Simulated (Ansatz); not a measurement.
LiF:
```
CELL_PARAMETERS angstrom
      0.00000     1.99512     1.99512
      1.99512     0.00000     1.99512
      1.99512     1.99512     0.00000
ATOMIC_POSITIONS crystal
  Li 0.00000 0.00000 0.00000
  F  0.50000 0.50000 0.50000
```

Relaxed with r²SCAN.

Question: Map the electron localisation function on the plane through (0.000, 0.000, 0.000) spanned by u = [1, 0, 0] and v = [0, 1, -1] in lattice vectors, from r²SCAN in the plane-wave PAW code Ansatz.

Answer: x is the fraction of u, y of v (the angle between them is 90°; rows are the nearest grid lines); atoms in the plane: Li at (0.00, 0.00), F at (0.50, 0.50).
```
|99940000000004999|
|99920000000002999|
|99400023332000499|
|32000356665300023|
|00004677777640000|
|00036788888763000|
|00257887778875200|
|00367876567876300|
|00367875357876300|
|00367876567876300|
|00257887778875200|
|00036788888763000|
|00004677777640000|
|32000356665300023|
|99400023332000499|
|99920000000002999|
|99940000000004999|
```
Scale: ten equal steps from 0.010 (start of '0') to 0.998 (end of '9'), in the order '0123456789'; x runs from 0.000 to 1.00, y from 0.000 (bottom) to 1.00 (top).

The density is the valence pseudo-density with augmentation charge, so density and ELF within about 1 Å of a nucleus are not all-electron values.

Space group Fm-3m (rock salt). The cell was relaxed with r²SCAN under the symmetry of its start; phonons on a q-mesh show no instability.

Potentials: the later of the program's two PAW sets.
